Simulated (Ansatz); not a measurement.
**Zone-centre modes in Si**

All numbers below come from DFT LDA, scalar-relativistic, plane waves, PAW (Ansatz). Settings: plane waves to 420 eV, k-mesh 24×22×14 (Γ-centred), Gaussian smearing 0.15 eV. No spin polarisation.

Reference structure (relaxed at this level; this form isn't the usual structure):

```
Si
1.0
     0.00000    0.00000    2.47076
     2.60849    0.00000    0.00000
     0.00000    4.51804    0.00000
Si
2
Direct
  0.00000 0.00000 0.00000
  0.00000 0.50000 0.50000
```

Harmonic modes by finite displacements of 0.02 Å, without the LO–TO term. The cell doubles the primitive one, so its zone centre also holds the primitive cell's point q = (0, 1/2, 0).

Task: At this geometry, is the structure stable against these modes?

Result: Yes: no mode is imaginary beyond 10 cm⁻¹, and only the three translations lie near zero.

Task: List the wavenumbers in cm⁻¹.

Result: 0, 0, 0, 119, 140, 299.

Cost: 1 run of about 0.42 core-minutes, on AMD EPYC 9R45 (Zen 5) (shared hosts).